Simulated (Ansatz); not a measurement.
Cu₄O:
```xyz
5
Lattice="3.9616 0.0000 0.0000 0.0000 3.9616 0.0000 0.0000 0.0000 3.9616" Properties=species:S:1:pos:R:3 pbc="T T T"
Cu     0.0000     0.0000     0.0000
Cu     0.0000     1.9808     1.9808
Cu     1.9808     0.0000     1.9808
Cu     1.9808     1.9808     0.0000
O      1.9808     1.9808     1.9808
```

Relaxed with PBE. Special points in fractions of this cell's reciprocal vectors: Γ (0.000, 0.000, 0.000); X (0.000, 0.500, 0.000); M (0.500, 0.500, 0.000); R (0.500, 0.500, 0.500).

Task: List the band energies nearest the Fermi level at these points for plane-wave PAW PBE (Ansatz code).

Result: In eV from the Fermi level; about four levels below and three above (degenerate sets whole), none deeper than 8.9 eV; points with the same levels are listed once.

```tsv
k	below	above
Γ	-1.69 -1.69 -1.69 -1.33	3.09 3.09 3.09
X	-2.01 -2.00 -1.70 -1.03	0.33 4.53 4.53
M	-1.87 -1.65 -1.65 -0.93	1.70 1.70 1.77
R	-1.11 -1.11 -1.11 -0.73 -0.73 -0.73	2.01 5.12 5.12 5.12
```

Space group Pm-3m. The start of the workflow was typed in or built on a structure type; neither database checked (COD, Materials Project) lists it. Its standing as an ambient phase is unchecked. Symmetry was held in the PBE relaxation; its stability against distortions is not shown here. The workflow began spin-polarised and lost its moments. The volume moved by 23 % from the start of the relaxation. No Hubbard U is applied. The compound may be a true metal, but semilocal functionals without U, or a wrong spin order, can also close a gap.

Potentials: the earlier of the program's two PAW sets.
